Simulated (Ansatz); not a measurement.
Consider the following.

WS₂:
```cif
data_S4W2
_chemical_formula_sum 'W2 S4'
_space_group_name_H-M_alt 'P63/mmc'
_space_group_IT_number 194
_space_group_name_Hall '-P 6c 2c'
_cell_length_a 3.12713
_cell_length_b 3.12713
_cell_length_c 12.15764
_cell_angle_alpha 90.000
_cell_angle_beta 90.000
_cell_angle_gamma 120.000
loop_
_atom_site_label
_atom_site_type_symbol
_atom_site_symmetry_multiplicity
_atom_site_Wyckoff_symbol
_atom_site_fract_x
_atom_site_fract_y
_atom_site_fract_z
_atom_site_occupancy
W1 W 2 c 0.33333 0.66667 0.25000 1
S1 S 4 f 0.66667 0.33333 0.12152 1
```

This is the LDA-relaxed structure.

Problem. All from the program Ansatz at the LDA level (PAW), unless another level is named. Give the smallest direct gap on the standard path.

Solution. 1.88 eV.

Problem. And the electron effective mass?

Solution. 0.42, 0.48, 0.52 mₑ (principal values).

Problem. What about the formation energy from the elements (no fitted shifts)?

Solution. -92 kJ/mol of atoms.

Problem. Predict the hole effective mass.

Solution. 0.58, 0.58, 0.81 mₑ (principal values).

Problem. And the valence-band maximum?

Solution. at Γ.

Space group P6_3/mmc. The LDA relaxation kept the symmetry of its start; phonons on a q-mesh show no instability. No spin polarisation was allowed. A crystal of weakly bound layers computed without a dispersion correction: the cell and the soft elastic constants depend strongly on that. The references are the lowest solids computed at this level, not always the standard phases. Spin–orbit coupling is left out wherever it is not named.

Potentials: the earlier of the program's two PAW sets.
